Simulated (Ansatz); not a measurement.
NaF:
```
CELL_PARAMETERS angstrom
      0.00000     2.29726     2.29726
      2.29726     0.00000     2.29726
      2.29726     2.29726     0.00000
ATOMIC_POSITIONS crystal
  Na 0.00000 0.00000 0.00000
  F  0.50000 0.50000 0.50000
```

Relaxed with r²SCAN.

Task: Map the valence electron density (e/Å³), cut off at 6 on the plane through (0.000, 0.000, 0.000) spanned by u = [1, 0, 0] and v = [0, 1, -1] in lattice vectors, from plane-wave PAW r²SCAN (Ansatz code).

Result: x is the fraction of u, y of v (the angle between them is 90°; rows are the nearest grid lines); atoms in the plane: Na at (0.00, 0.00), F at (0.50, 0.50).
```
|99930000000003999|
|99920000000002999|
|99400000000000499|
|32000000000000023|
|00000000100000000|
|00000012321000000|
|00000137973100000|
|00000279997200000|
|00001399999310000|
|00000279997200000|
|00000137973100000|
|00000012321000000|
|00000000100000000|
|32000000000000023|
|99400000000000499|
|99920000000002999|
|99930000000003999|
```
Scale: ten equal steps from 0.037 (start of '0') to 6.00 (end of '9'), in the order '0123456789'; x runs from 0.000 to 1.00, y from 0.000 (bottom) to 1.00 (top).

The density is the valence pseudo-density with augmentation charge, so density and ELF within about 1 Å of a nucleus are not all-electron values.

Space group Fm-3m (rock salt). Symmetry was held in the r²SCAN relaxation; phonons on a q-mesh show no instability.

Potentials: the later of the program's two PAW sets.
